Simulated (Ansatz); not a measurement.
LaSi$_{2}$Ni$_{2}$ in space group I4/mmm (No. 139; Ni on 4d, La on 2a, Si on 4e), the program Ansatz at the PBE level (PAW), all energies at zero smearing, with the estimated change up to a 700 eV cutoff added, with one set of potentials and settings (totals compare only within such a set). Cell of 5 atoms (2 Ni, 1 La, 2 Si): -19205.051 eV.

```tsv
element	reference phase	E (eV/atom)
Ni	Fm-3m, 1 atoms in the cell, spin-polarised	-5839.7239
La	P6_3/mmc, 4 atoms in the cell	-6250.0953
Si	Fd-3m, 2 atoms in the cell	-635.8096
```

Formation energy per atom, worked out: (-19205.051 − 2×(-5839.7239) − 1×(-6250.0953) − 2×(-635.8096))/5 = -0.778 eV/atom (-75 kJ per mol of atoms), at 0 K, without zero-point energy or fitted corrections.

The workflow started from an entry of the Crystallography Open Database (COD). Its standing as an ambient phase is unchecked. The cell was relaxed with PBE under the symmetry of its start; its stability against distortions is not shown here. The workflow began spin-polarised and lost its moments. The references are the lowest solids computed at this level, not always the standard phases. Scalar-relativistic: spin–orbit coupling is off unless named, which matters more the heavier the elements.

Potentials: the later of the program's two PAW sets.
